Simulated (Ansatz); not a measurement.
Given:

Zn2SeS:
```yaml
crystal:
  lattice:
    - [1.91992, 1.10847, 6.27798]
    - [-1.91992, 1.10847, 6.27798]
    - [0.00000, -2.21693, 6.27798]
  atoms:
    - { symbol: Zn, position: [0.00391, 0.00391, 0.00391] }
    - { symbol: Zn, position: [0.49626, 0.49626, 0.49626] }
    - { symbol: Se, position: [0.62432, 0.62432, 0.62432] }
    - { symbol: S, position: [0.12549, 0.12549, 0.12549] }
```

This is the LDA-relaxed structure. Cartesian axes are those of the cell as given.

All from the program Ansatz at the LDA level (PAW), unless another level is named. Predict the electron effective mass.

0.13 mₑ (isotropic).

Predict the hole effective mass, band 2 of 2 at the edge.

0.11 along x, 1.6 along z (mₑ).

What about the formation energy from the elements (no fitted shifts)?

-0.74 eV/atom.

Predict the band gap.

1.45 eV (direct).

What about the valence-band maximum?

at Γ.

And the weight of the conduction-edge state by species (Voronoi cells)?

Zn 60 %, S 26 %, Se 14 %.

Space group R3m. The first step of the workflow began from a Materials Project structure, measured or hypothetical; the Crystallography Open Database copy checked does not list it. Its standing as an ambient phase is unchecked. The cell was relaxed with LDA under the symmetry of its start; of distortions, only those at the zone centre were tested. The references are the lowest solids computed at this level, not always the standard phases. Spin–orbit coupling is left out wherever it is not named.

Potentials: the later of the program's two PAW sets.
